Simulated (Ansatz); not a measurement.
All numbers below come from DFT PBE, scalar-relativistic, plane waves, PAW (Ansatz 0.2.0). All cells share a 420 eV cutoff and Γ-centred k meshes spaced at most about 0.3 Å⁻¹ (about 0.25 or finer for metals, 2π included). No spin polarisation in the final relaxations.

These are static total energies at zero pressure.

Two forms of ZrTiN were relaxed alike.

A.

```cif
data_structure
_symmetry_space_group_name_H-M 'P4/mmm'
_symmetry_Int_Tables_number 123
_cell_length_a 3.2573
_cell_length_b 3.2573
_cell_length_c 4.0652
_cell_angle_alpha 90.000
_cell_angle_beta 90.000
_cell_angle_gamma 90.000
_cell_volume 43.13
loop_
_atom_site_label
_atom_site_type_symbol
_atom_site_symmetry_multiplicity
_atom_site_Wyckoff_symbol
_atom_site_fract_x
_atom_site_fract_y
_atom_site_fract_z
_atom_site_occupancy
Zr1 Zr 1 a 0.00000 0.00000 0.00000 1
Ti1 Ti 1 d 0.50000 0.50000 0.50000 1
N1 N 1 c 0.50000 0.50000 0.00000 1
```

B.

```cif
data_structure
_symmetry_space_group_name_H-M 'P4/nmm:1'
_symmetry_Int_Tables_number 129
_cell_length_a 3.2523
_cell_length_b 3.2523
_cell_length_c 8.0530
_cell_angle_alpha 90.000
_cell_angle_beta 90.000
_cell_angle_gamma 90.000
_cell_volume 85.18
loop_
_atom_site_label
_atom_site_type_symbol
_atom_site_symmetry_multiplicity
_atom_site_Wyckoff_symbol
_atom_site_fract_x
_atom_site_fract_y
_atom_site_fract_z
_atom_site_occupancy
Zr1 Zr 2 c 0.00000 0.50000 0.63563 1
Ti1 Ti 2 c 0.00000 0.50000 0.09831 1
N1 N 2 c 0.00000 0.50000 0.35403 1
```

**Question.** Which is lower in energy, and by how much?

**Answer.** A is lower, by 33 meV/atom. A has space group P4/mmm (No. 123), 14.4 Å³/atom and no gap on its mesh; B has space group P4/nmm (No. 129), 14.2 Å³/atom and no gap. Counting N atoms around Ti and Zr (those within 1.25 times the shortest such distance or 1.15 times the sum of covalent radii, 1.27 where that leaves under three), A has Zr 4, Ti 2 and B has Zr 5, Ti 1. Both come from invented guesses.

Cells relaxed within their symmetry can be saddle points.
